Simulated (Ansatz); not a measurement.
Relaxed-ion elastic tensor of NbN in space group P6_3/mmc (No. 194; Nb on 4f, N on 2a, N on 2d) in GPa (Voigt order), DFT-PBEsol in the program Ansatz with PAW potentials; density 8.38 g/cm³, 10.60 Å³ per atom.

```
463  201  290  0.0  0.0  0.0
201  463  290  0.0  0.0  0.0
290  290  493  0.0  0.0  0.0
0.0  0.0  0.0  216  0.0  0.0
0.0  0.0  0.0  0.0  216  0.0
0.0  0.0  0.0  0.0  0.0  131
```

Problem. Is the crystal mechanically stable?

Solution. Yes: the smallest eigenvalue of C is 131 GPa.

Problem. Work out the Voigt, Reuss and Hill averages.

Solution. K_V = 331, K_R = 325, K_H = 328; G_V = 155, G_R = 135, G_H = 145 GPa.

Problem. Give Young's modulus, Poisson's ratio, Pugh's ratio and the universal anisotropy index.

Solution. E = 9KG/(3K + G) = 379 GPa; ν = 0.31; K/G = 2.26 (ductile by the Pugh limit of 1.75); A_U = 5G_V/G_R + K_V/K_R − 6 = 0.77.

Problem. Estimate the sound speeds and the Debye temperature.

Solution. v_l = √((K + 4G/3)/ρ) = 7890 m/s, v_t = √(G/ρ) = 4160 m/s, mean 4650 m/s; Θ = (h/k)(3n/4πV)^(1/3) v_m = 631 K.

Problem. Solve the Christoffel equation for the three sound speeds along x, y, z.

Solution. Eigenvalues of C_ijkl n_j n_l equal ρv². In km/s, slowest first: x 3.95, 5.08, 7.43; y 3.95, 5.08, 7.43; z 5.08, 5.08, 7.67.

Problem. How much does each axis shrink under pressure?

Solution. Linear compressibilities β_i = Σ_j S_ij (j = 1 to 3): x 1.3, y 1.3, z 0.53 per TPa.

The workflow started from a Materials Project entry (that database holds measured and hypothetical structures alike); the Crystallography Open Database files this formula in space group No. 194, but the cells were not matched. It is not the phase usual at ambient conditions (space group No. 225). Symmetry was held in the PBEsol relaxation; whether a distortion lowers the energy is not shown. No spin polarisation was allowed. As this level gives no gap, shear constants depend on the k-mesh and smearing (Fermi–Dirac, 0.1 eV here). On the denser mesh and wider smearing of the elastic run this cell carries a stress of 1.1 GPa.

Potentials: the later of the program's two PAW sets.
